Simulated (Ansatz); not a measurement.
LiBiSe2, ordered on the rocksalt lattice (R-3m) with 4 atoms a cell, relaxed with r2SCAN, was run in Ansatz under altered settings. All numbers are computed, without spin polarisation but where a row says otherwise.

```yaml
crystal:
  lattice:
    - [2.05991, 1.18929, 6.61340]
    - [-2.05991, 1.18929, 6.61340]
    - [0.00000, -2.37858, 6.61340]
  atoms:
    - { symbol: Li, position: [0.00000, 0.00000, 0.00000] }
    - { symbol: Bi, position: [0.50000, 0.50000, 0.50000] }
    - { symbol: Se, position: [0.25433, 0.25433, 0.25433] }
    - { symbol: Se, position: [0.74567, 0.74567, 0.74567] }
```

The base run's other keys:
```yaml
kpoints:
  mp_grid: { grid: [4, 4, 4] }
hamiltonian:
  xc: hse06
scf:
  occupations: { method: fixed }
  n_extra_bands: 5
```

It takes 16 iterations with 1889 plane waves at 420 eV and 13 k points, and leaves a mean stress of -0.76 GPa. The gap over this mesh is 1.568 eV. It ran on 4 threads of Arm Neoverse N1, with other jobs on the host.

Outcomes, with energy and stress as changes against the base:
```
                                  setting    outcome  ΔF (meV/atom)  Δ mean stress (GPa)  gap on the mesh (eV)  iterations  wall time
PBE hybrid, exx coeff 0.75, omega 0.3 1/Å  converged              –                 -2.3                 2.371          29       51 s
PBE hybrid, exx coeff 0.05, omega 0.1 1/Å  converged              –                 +1.2                 1.189          12       37 s
             hamiltonian.dispersion: d3bj  converged           -440                 -2.9                 1.568          16       40 s
```
A dash marks a value that wasn't obtained or can't be compared. Stress is positive in compression. The base took 40 s.

- PBE hybrid, exx coeff 0.75, omega 0.3 1/Å. That is 75 % exact exchange, screened with ω = 0.3 1/Å, against HSE06's 25 % screened at 0.208 1/Å. The mean stress moves by -2.3 GPa and the gap on the mesh by +0.802 eV (to 2.371). Totals of different functionals aren't comparable.
- PBE hybrid, exx coeff 0.05, omega 0.1 1/Å. That is 5 % exact exchange, screened with ω = 0.1 1/Å, against HSE06's 25 % screened at 0.208 1/Å. The mean stress moves by +1.2 GPa and the gap on the mesh by -0.380 eV (to 1.189). Totals of different functionals aren't comparable. The program warns that on this mesh the truncation of the exchange isn't bounded, so part of the change can be an error of the mesh.
- hamiltonian.dispersion: d3bj. The free energy moves by -440 meV an atom, the mean stress by -2.9 GPa and the gap on the mesh by 0.000 eV (to 1.568). A pairwise correction adds to energy, forces and stress after the SCF and leaves the bands alone.

Spin-orbit coupling is left out; in compounds of Pb, Bi, Tl or Hg it can lower a gap by up to about 1 eV, split its edges or invert the bands.

The stress of a hybrid is loosely converged in these runs.
